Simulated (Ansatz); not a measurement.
The following input was run with Ansatz 0.2.0.

```yaml
crystal:
  lattice:
    - [6.0504885606, 0.0, 0.0]
    - [-3.0252442803, 5.2398767988, 0.0]
    - [0.0, 0.0, 4.8131344012]
  atoms:
    - { symbol: Sc, position: [0.8279330068, 0.1720669932, 0.75] }
    - { symbol: Sc, position: [0.3441339863, 0.1720669932, 0.75] }
    - { symbol: Sc, position: [0.8279330068, 0.6558660137, 0.75] }
    - { symbol: Sc, position: [0.1720669932, 0.8279330068, 0.25] }
    - { symbol: Sc, position: [0.6558660137, 0.8279330068, 0.25] }
    - { symbol: Sc, position: [0.1720669932, 0.3441339863, 0.25] }
    - { symbol: Al, position: [0.6666666667, 0.3333333333, 0.25] }
    - { symbol: Al, position: [0.3333333333, 0.6666666667, 0.75] }
basis:
  ecutwfc: 420
kpoints:
  mp_grid: { grid: [6, 6, 8] }
hamiltonian:
  xc: pbesol
scf:
  occupations: { method: gaussian, width: 0.1 }
output:
  forces: true
  stress: true
  eigenvalues: true
relax:
  adjacent_minimum: "off"
  f_tol: 0.01
  max_steps: 30
  cell: { stress_tol: 0.1, fix: [volume] }
```

Run as
```bash
ansatz run input.yaml --threads 2 --pin off --max-ram 5120MiB --backend cpu --events-out ev --progress --plain --runs-dir out
```

Level of theory: DFT PBEsol, scalar-relativistic, plane waves, PAW in Ansatz 0.2.0.

Part of what the program printed, abridged (final results; tables in files aren't shown):

```
SCF 3 converged in 7 iterations: F = -13719.220079 eV  dr2 = 2.41e-15
SCF converged after 7 iterations
Free energy (F): -13719.220079 eV
Harris-Foulkes:  -13719.220079 eV  (|F-HF|=3.64e-12)
Internal energy: -13719.167055 eV  (E = F + TS)
E sigma→0 (E₀):  -13719.193567 eV
Entropy (-TS):   -0.053024 eV (-6.628 meV/atom)
Fermi energy:    10.849337 eV
--- Per-component energies (eV) ---
  E_band       = -848.218590
  E_kinetic    = 1628.178817
  E_local      = -5025.989080  (includes V_loc(G=0)·N_el)
  E_nonlocal   = 532.825900
  E_hartree    = 1781.433315
  E_xc         = -705.088764
  E_vxc        = -837.976959  (∫ρ·V_xc dr)
  E_paw        = -6505.415687  (= ΣΔE_a)
  E_vpaw       = -708.123953  (= ΣTr[D̂ρ^β])
  E_aug_tail   = 0.000054  (compensation charges beyond the density's cutoff)
  E_ewald      = -5425.924038
  E_core_change = 0.812428  (= ΣΔE_core)
  E_smearing   = -0.053024  (= −TS)
--- Forces (eV/Å), atoms counted from 1 ---
  atom   1  Sc     0.00695747    -0.00401690     0.00000000
  atom   2  Sc    -0.00695747    -0.00401690     0.00000000
  atom   3  Sc     0.00000000     0.00803380     0.00000000
  atom   4  Sc    -0.00695747     0.00401690     0.00000000
  atom   5  Sc     0.00695747     0.00401690     0.00000000
  atom   6  Sc     0.00000000    -0.00803380     0.00000000
  atom   7  Al     0.00000000     0.00000000     0.00000000
  atom   8  Al     0.00000000     0.00000000     0.00000000
--- Stress (GPa, compression-positive) ---
        7.572502       0.000000       0.000000
        0.000000       7.572502       0.000000
        0.000000       0.000000       7.588530
  P = ⅓ Tr σ = 7.5778 GPa (75.778 kbar)
--- Band table (eV; the first three rows and the last of 35) ---
  k-point 0: bands = ["-38.0409", "-37.9291", "-37.9291", "-37.9289", "-37.8755", "-37.8755", "-17.1717", "-17.0695", "-17.0155", "-16.8738", "-16.8738", "-16.8377", "-16.8377", "-16.8335", "-16.8335", "-16.6362", "-16.5719", "-16.5719", "-16.5024", "-16.4790", "-16.4790", "-16.4531", "-16.4531", "-16.4225", "3.7041", "6.0970", "8.8249", "8.9547", "9.0130", "9.0130", "9.0864", "9.0864", "9.4164", "10.1788", "10.1788", "10.5287", "10.5287", "10.5653", "10.9056", "11.1932", "12.2524", "12.2524", "12.3702", "12.4808"]
  k-point 1: bands = ["-38.0366", "-37.9331", "-37.9270", "-37.9270", "-37.8776", "-37.8776", "-17.1690", "-17.0841", "-16.9862", "-16.9277", "-16.9277", "-16.8535", "-16.8535", "-16.7707", "-16.7707", "-16.6282", "-16.5666", "-16.5666", "-16.5218", "-16.4792", "-16.4792", "-16.4509", "-16.4509", "-16.4308", "3.8142", "6.0492", "8.7602", "8.8606", "9.1045", "9.1045", "9.1062", "9.1062", "9.2612", "10.2396", "10.2396", "10.4462", "10.4462", "10.7041", "11.0003", "11.2531", "12.2916", "12.2916", "12.4056", "12.4056"]
  k-point 2: bands = ["-38.0246", "-37.9454", "-37.9212", "-37.9212", "-37.8834", "-37.8834", "-17.1614", "-17.1040", "-16.9741", "-16.9741", "-16.9240", "-16.8997", "-16.8997", "-16.6878", "-16.6878", "-16.6054", "-16.5764", "-16.5581", "-16.5581", "-16.4792", "-16.4792", "-16.4543", "-16.4486", "-16.4486", "4.1302", "5.9022", "8.3750", "8.4753", "9.1648", "9.1648", "9.3491", "9.3491", "9.4982", "10.2690", "10.2690", "10.4013", "10.4013", "10.9268", "11.1605", "11.3617", "12.2267", "12.2267", "12.3008", "12.3008"]
  k-point 34: bands = ["-37.9588", "-37.9588", "-37.9289", "-37.9289", "-37.9023", "-37.9023", "-16.9629", "-16.9629", "-16.9625", "-16.9625", "-16.8946", "-16.8946", "-16.7946", "-16.7946", "-16.7086", "-16.7086", "-16.6336", "-16.6336", "-16.5624", "-16.5624", "-16.4895", "-16.4895", "-16.4707", "-16.4707", "5.8591", "5.8591", "7.5207", "7.5207", "8.3055", "8.3055", "9.7829", "9.7829", "10.0573", "10.0573", "11.0124", "11.0124", "11.1590", "11.1590", "11.3550", "11.3550", "12.1027", "12.1027", "12.3298", "12.3298"]
--- Relaxed structure (2 steps of the walk, 2 accepted, 1 SCFs on fresh bases) ---
  F+E_penalty+E_count = -13719.22007877 eV   max|allowed force component| = 8.034e-3 eV/Å   (the final SCF, on the basis selected at the relaxed cell)
  cell:  # Å, volume = 152.5947 Å³
    - [6.05474188, 0.0, 0.0]
    - [-3.02737094, 5.24356028, 0.0]
    - [0.0, 0.0, 4.80637453]
  atoms:
    - { symbol: Sc, position: [0.82778128, 0.17221871, 0.75000000] }
    - { symbol: Sc, position: [0.34443743, 0.17221871, 0.75000000] }
    - { symbol: Sc, position: [0.82778128, 0.65556256, 0.75000000] }
    - { symbol: Sc, position: [0.17221871, 0.82778128, 0.25] }
    - { symbol: Sc, position: [0.65556256, 0.82778128, 0.25] }
    - { symbol: Sc, position: [0.17221871, 0.34443743, 0.25] }
    - { symbol: Al, position: [0.66666666, 0.33333333, 0.25] }
    - { symbol: Al, position: [0.33333333, 0.66666666, 0.75000000] }
```

The relaxation met its thresholds.

It took 19 s on 2 threads of Arm Neoverse V2 (shared host), peak memory 0.56 GiB.